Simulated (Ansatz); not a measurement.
Values for one crystal, relaxed and computed with PBEsol in the plane-wave PAW code Ansatz; other levels are named.

```yaml
volume_per_atom: 13.43 Å³
electronic_character: metallic (no gap)
zone_centre_stability: no imaginary mode at Γ
Pressure derivative B′: 4.2
Density of states at the Fermi level: 0.57 states/eV per atom (mean over ±0.08 eV)
Bulk modulus (Birch–Murnaghan fit): 134 GPa
Formation energy from the elements (no fitted shifts): -0.80 eV/atom
```

Q: Which compound is it?
A) SnGe, CsCl type
B) Sc2GeB2, P-6m2 (Sc on 2h, Ge on 1a, B on 1b, B on 1f)
C) GaN, P-6m2 (Ga on 1a, N on 1f)
D) SiGe, P-6m2 (Ge on 1a, Si on 1f)

A: B, Sc2GeB2, P-6m2 (Sc on 2h, Ge on 1a, B on 1b, B on 1f)

The start of the workflow was typed in or built on a structure type; neither database checked (COD, Materials Project) lists it. Its standing as an ambient phase is unchecked. The cell was relaxed with PBEsol under the symmetry of its start. No spin polarisation was allowed. The references are the lowest solids computed at this level, not always the standard phases. Spin–orbit coupling is left out wherever it is not named.

Potentials: the earlier of the program's two PAW sets. The files were generated under PBE; for other functionals the program regenerates the frozen cores, and for LDA and PBEsol the local potential too.
